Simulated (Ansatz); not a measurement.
Property card for NiSe

NiSe:
```
CELL_PARAMETERS angstrom
      3.65002     0.00000     0.00000
     -1.82501     3.16101     0.00000
      0.00000     0.00000     5.09909
ATOMIC_POSITIONS crystal
  Se 0.33333 0.66667 0.25000
  Se 0.66667 0.33333 0.75000
  Ni 0.00000 0.00000 0.00000
  Ni 0.00000 0.00000 0.50000
```

Space group P6_3/mmc (No. 194), NiAs type; conventional cell a = b = 3.6500 Å, c = 5.0991 Å, α = β = 90.00°, γ = 120.00°.

Method: the program Ansatz at the PBEsol level (PAW). Geometry: relaxed at this level of theory. Other levels are named where they apply.

Cell and energy:

| Item | Result |
|---|---|
| Volume per atom | 14.71 Å³ |
| Density | 7.77 g/cm³ |
| Formation energy from the elements (no fitted shifts) | -0.29 eV/atom |

Electronic structure:

| Quantity | Value |
|---|---|
| Electronic character | metallic (no gap) |
| Density of states at the Fermi level | 0.54 states/eV per atom (mean over ±0.08 eV) |
| Gap with spin–orbit coupling | none (metallic) |

Magnetism:

| Quantity | Result |
|---|---|
| Magnetic order | non-magnetic (starting moments vanished) |

Mechanics:

| Property | Value |
|---|---|
| Bulk modulus (Birch–Murnaghan fit) | 138 GPa |
| Pressure derivative B′ | 4.8 |
| Elastic constants (relaxed ions, GPa) | C11 = 189, C12 = 127, C13 = 102, C33 = 202, C44 = 23.8 |
| Mechanical stability | stable (all eigenvalues of C positive) |
| Hill bulk and shear moduli | 138 and 31.2 GPa |
| Young's modulus | 87.0 GPa |
| Poisson's ratio | 0.39 |
| Debye temperature from the elastic constants | 275 K |

Phonons:

| Property | Value |
|---|---|
| Highest zone-centre frequency | 234 cm⁻¹ |
| Zone-centre stability | no imaginary mode at Γ |

The workflow started from an entry of the Crystallography Open Database (COD, 293 K). Its standing as an ambient phase is unchecked. The PBEsol relaxation kept the symmetry of its start. The workflow began spin-polarised and lost its moments. As this level gives no gap, shear constants depend on the k-mesh and smearing (Fermi–Dirac, 0.1 eV here). As this level gives no gap, phonon frequencies hold no LO–TO term and depend on the k-mesh and smearing (Fermi–Dirac, 0.1 eV here). The references are the lowest solids computed at this level, not always the standard phases. Scalar-relativistic: spin–orbit coupling is off unless named, which matters more the heavier the elements.

Potentials: the later of the program's two PAW sets.
